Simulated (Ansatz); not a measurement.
**Magnetovolume behaviour of GaCo (Pm-3m)**

The reference geometry is a structure as deposited in COD; nothing is relaxed.

Settings: LDA, 11×11×11 k mesh, Fermi–Dirac smearing of 0.08 eV. PAW means Ansatz 0.2.0 on its default frozen-core files; LAPW is all-electron LAPW in Ansatz 0.2.0. Site moments are integrated in spheres about the atoms, whose radii differ between the methods.

The reference run was typed so:

```yaml
crystal:
  lattice:
    - [2.878, 0.0, 0.0]
    - [0.0, 2.878, 0.0]
    - [0.0, 0.0, 2.878]
  atoms:
    - { symbol: Ga, position: [0.5, 0.5, 0.5] }
    - { symbol: Co, position: [0.0, 0.0, 0.0], spin: 2.0 }
magnetization:
  spin_polarized: true
kpoints:
  mp_grid: { grid: [11, 11, 11] }
scf:
  occupations: { method: fermi_dirac, width: 0.08 }
  lower_state_search: "off"
hamiltonian:
  xc: lda
  pseudopotentials: { kind: paw }
output:
  forces: true
  stress: true
  eigenvalues: true
  populations: true
  write_density: true
  write_potential: true
  elf: true
  volumetric_format: npy
```

Command: `ansatz run input.yaml --threads 1 --pin off --max-ram 3072MiB --backend cpu --events-out ev --progress --plain --runs-dir out`

The input for «volume scaled by 1.1» by LAPW differs from it in these lines, output keys apart:

```diff
-    - [2.878, 0.0, 0.0]
-    - [0.0, 2.878, 0.0]
-    - [0.0, 0.0, 2.878]
+    - [2.9709021723, 0.0, 0.0]
+    - [0.0, 2.9709021723, 0.0]
+    - [0.0, 0.0, 2.9709021723]
-  pseudopotentials: { kind: paw }
+  pseudopotentials: { kind: all_electron, lapw: { basis_error: 0.001 } }
```

The cell shown is scaled evenly to other volumes, and every spin-polarised run starts from the same moments.

```tsv
V/V₀	Å³/atom	M PAW (μB/cell)	M LAPW (μB/cell)	largest site moment, PAW (μB)	P PAW (GPa)	P LAPW (GPa)	F − F(unpolarised), PAW (meV/atom)
0.66	7.87	0.00	0.00	0.00	166.3	166.3	0
0.74	8.82	0.00	–	0.00	?	–	0
0.8	9.54	0.00	0.00	0.00	47.0	47.0	0
0.86	10.25	0.00	0.00	0.00	20.8	20.8	0
0.92	10.97	0.00	–	0.00	?	–	0
0.96	11.44	0.00	–	0.00	?	–	0
1	11.92	0.00	0.00	0.00	-13.2	-13.2	0
1.04	12.40	0.00	0.00	0.00	-18.6	-18.6	0
1.1	13.11	0.00	0.00	0.00	-24.5	-24.5	0
1.25	14.90	0.14	–	0.16	-31.3	–	0
```

Problem. Give the missing entry: row "0.96", column "P PAW (GPa)".

Solution. -6.3.

Problem. Fill in "P PAW (GPa)" for the row "0.92".

Solution. 2.6.

Problem. Fill in "P PAW (GPa)" for the row "0.74".

Solution. 85.3.

The moments are gone at V/V₀ = 1.1 (-24 GPa) and below, and present from 1.25 (-31 GPa) upwards, where the largest is 0.16 μB at first.

The PAW files were made with PBE; the program remakes their cores once for the run's functional and then keeps them frozen.  The Ansatz runs typed with the search for lower states off end where their start leads. The magnetic state is the one that this cell and start allow. It needn't be the compound's measured order, which may need a larger cell or be absent.
